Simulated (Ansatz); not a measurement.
Data:

Ta2C:
```
Ta2C
1.0
    3.50166     0.00000     0.00000
    0.00000     3.50166     0.00000
    0.00000     0.00000     6.50989
Ta C
4 2
Direct
  0.00000   0.00000   0.00000
  0.50000   0.50000   0.00000
  0.50000   0.00000   0.36769
  0.00000   0.50000   0.63231
  0.50000   0.00000   0.72582
  0.00000   0.50000   0.27418
```

This is the r²SCAN-relaxed structure.

Problem. All from r²SCAN in the plane-wave PAW code Ansatz, unless another level is named. Predict the electronic character.

Solution. metallic (no gap).

Problem. Next, the density of states at the Fermi level?

Solution. 0.35 states/eV per atom (mean over ±0.08 eV).

Problem. What about the formation energy from the elements (no fitted shifts)?

Solution. 0.33 eV/atom.

Space group P4/nmm. The cell is a constructed one: a structure type filled with these elements; neither database checked (COD, Materials Project) lists it. COD files the formula under space group No. 164, so this cell is another polymorph or a model. Its standing as an ambient phase is unchecked. The r²SCAN relaxation kept the symmetry of its start; whether a distortion lowers the energy is not shown. No spin polarisation was allowed. The references are the lowest solids computed at this level, not always the standard phases. Scalar-relativistic: spin–orbit coupling is off unless named, which matters more the heavier the elements.

Potentials: the earlier of the program's two PAW sets.
